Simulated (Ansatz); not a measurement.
input.yaml (Ansatz)

```yaml
crystal:
  lattice:
    - [-3.5772722556, 3.577142302, 1.9515103066]
    - [3.577142302, -3.5772722556, 1.9515103066]
    - [3.582127092, 3.582127092, -1.9517483168]
  atoms:
    - { symbol: Ba, position: [0.9999764408, 2.35592e-05, 1.0] }
    - { symbol: Ba, position: [0.7500235592, 0.2499764408, 0.5] }
hamiltonian:
  xc: lda
  pseudopotentials:
    kind: paw_fr
    azcp:
      Ba: "pseudopotentials/Ba.paw.azcp"
basis:
  ecutwfc: 420
  fft_grid_basis: typed
kpoints:
  mp_grid: { grid: [9, 9, 6], shift: [0, 0, 0] }
magnetization:
  noncollinear: true
  spin_orbit: true
scf:
  occupations: { method: fermi_dirac, width: 0.1 }
```

and its output:

```
Warning: the record states the generating functional pbe (its physics header spells it `PBE`), which answers neither for hamiltonian.xc's functional nor for the lda family's — results may be inconsistent (PPs are generated against a specific XC)
Engine: ansatz 0.2.0, x86_64-unknown-linux-gnu
Pseudopotentials: kind: paw_fr
Pseudopotential: Ba, paw_fr, valence charge 10, recommended cutoff 420 eV (normal) 
Functional definition: SPW92
  exchange = slater_x
  correlation = pw_c
non-collinear run that drives no moment, with spin-orbit: no starting moment large enough to seed its density (crystal.atoms[].spin), no starting occupations that ask for one, no magnetisation constraint and no magnetic field, so the semilocal B_xc is pinned to zero
Crystal: 2 atoms, lattice volume = 100.025 Å³
Basis set: ecut = 420 eV, 1919 PW (Γ)
Bands: 28, of which v1, the nominal top of the filled ones, is band 20 counted from 1 (19 counted from 0)
Symmetry: 4 space group operations + 4 with time reversal
Magnetic group: BNS 15.86 (UNI 93), of the structure as read, at distance tolerance 4.6e-5 Å
k-points: 140 of 486
Projection manifold: j_resolved (fully-relativistic pseudo-atomic orbitals)
Non-local potential: Ba, projectors of the file, l = 0: 3, l = 1: 4, l = 2: 4, l = 3: 4
PAW form: soft (Blöchl's): semilocal exchange-correlation on the pseudo side does not see the compensation charge
PAW frozen core: Ba, regenerated for the run's functional, and the local potential with it (the file was generated under x = pbe(κ = 0.804, μ = 0.2195149727645171), c = pbe(β = 0.06672455060314922))
PAW one-centre angular grid: Ba, 194 points (default); XC on 64 Gauss nodes
Initial density: superposition of atomic densities (chi_scale 0.1, normalization cell)
Initial wavefunctions: pseudopotential atomic-orbital guess
Functional: x = slater, c = lda
SCF iter   1: F=—  HF=-11568.107568 eV  |F-HF|=—  |Δ(HF+E_count)|=         —  Δρ=7.59e-3  dr2=5.66e-2  dr2_m=0.00e0 (ungated)  ethr=3.10e-3  |M|=0.00e0 ∫|m|=0.00e0 μB  |m|>n=0.0e0 m-floor=0.0e0 τ_xc=0.0e0  β_m=0.30  ⟨swp⟩=12.1  Hψ=13616  notcnv=0
spin=Noncollinear: Kerker preconditioning applied to the charge; magnetization (m_x, m_y, m_z) channels mix plain (no charge-response kernel on spin).
SCF iter   2: F=—  HF=-11568.103121 eV  |F-HF|=—  |Δ(HF+E_count)|=   4.45e-3  Δρ=5.68e-3  dr2=3.37e-2  dr2_m=0.00e0 (ungated)  ethr=2.83e-4  |M|=0.00e0 ∫|m|=0.00e0 μB  |m|>n=0.0e0 m-floor=0.0e0 τ_xc=0.0e0  β_m=0.65  ⟨swp⟩=1.0  Hψ=2523  notcnv=0
SCF iter   3: F=—  HF=-11568.095909 eV  |F-HF|=—  |Δ(HF+E_count)|=   7.21e-3  Δρ=8.23e-4  dr2=8.28e-4  dr2_m=0.00e0 (ungated)  ethr=1.69e-4  |M|=0.00e0 ∫|m|=0.00e0 μB  |m|>n=0.0e0 m-floor=0.0e0 τ_xc=0.0e0  β_m=0.82  ⟨swp⟩=2.3  Hψ=3634  notcnv=0
SCF iter   4: F=—  HF=-11568.095819 eV  |F-HF|=—  |Δ(HF+E_count)|=   8.96e-5  Δρ=2.05e-4  dr2=8.66e-5  dr2_m=0.00e0 (ungated)  ethr=4.14e-6  |M|=0.00e0 ∫|m|=0.00e0 μB  |m|>n=0.0e0 m-floor=0.0e0 τ_xc=0.0e0  β_m=0.91  ⟨swp⟩=1.0  Hψ=1975  notcnv=0
SCF iter   5: F=—  HF=-11568.095832 eV  |F-HF|=—  |Δ(HF+E_count)|=   1.21e-5  Δρ=4.92e-5  dr2=3.37e-6  dr2_m=0.00e0 (ungated)  ethr=4.33e-7  |M|=0.00e0 ∫|m|=0.00e0 μB  |m|>n=0.0e0 m-floor=0.0e0 τ_xc=0.0e0  β_m=0.96  ⟨swp⟩=2.5  Hψ=2827  notcnv=0
SCF iter   6: F=-11568.095831 eV  HF=-11568.095831 eV  |F-HF|=3.78e-9  |Δ(HF+E_count)|=   3.37e-7  Δρ=8.48e-6  dr2=9.20e-8  dr2_m=0.00e0 (ungated)  ethr=5.00e-10  |M|=0.00e0 ∫|m|=0.00e0 μB  |m|>n=0.0e0 m-floor=0.0e0 τ_xc=0.0e0  ⟨swp⟩=2.0  Hψ=6227  notcnv=0
SCF 1 converged in 6 iterations: F = -11568.095831 eV  dr2 = 9.20e-8
SCF converged after 6 iterations
Magnetization: |M| = 0.0000 μB,  M = (+0.0000, +0.0000, +0.0000) μB
Absolute magnetization: 0.0000 μB (∫|m|)
  site 0: m = (+0.0000, +0.0000, +0.0000) μB, |m| = 0.0000 μB  (R = 1.53 Å)
  site 1: m = (+0.0000, +0.0000, +0.0000) μB, |m| = 0.0000 μB  (R = 1.53 Å)
Free energy (F): -11568.095831 eV
Harris-Foulkes:  -11568.095831 eV  (|F-HF|=3.78e-9)
Internal energy: -11568.027562 eV  (E = F + TS)
E sigma→0 (E₀):  -11568.061697 eV
Entropy (-TS):   -0.068269 eV (-34.134 meV/atom)
Fermi energy:    7.440050 eV
--- Per-component energies (eV) ---
  E_band       = -134.910546
  E_kinetic    = 336.994963
  E_local      = -660.307384  (includes V_loc(G=0)·N_el)
  E_nonlocal   = 120.863355
  E_hartree    = 207.635148
  E_xc         = -332.261395
  E_vxc        = -269.780324  (∫ρ·V_xc dr)
  E_paw        = -10124.415219  (= ΣΔE_a)
  E_vpaw       = -77.956961  (= ΣTr[D̂ρ^β])
  E_aug_tail   = -0.000004  (compensation charges beyond the density's cutoff)
  E_ewald      = -1117.104393
  E_core_change = 0.567367  (= ΣΔE_core)
  E_smearing   = -0.068269  (= −TS)
  E_closure    = -0.000000  (closes the sum)
  Σ components = -11568.095831   (vs F -11568.095831, Δ=0.00e0)
```
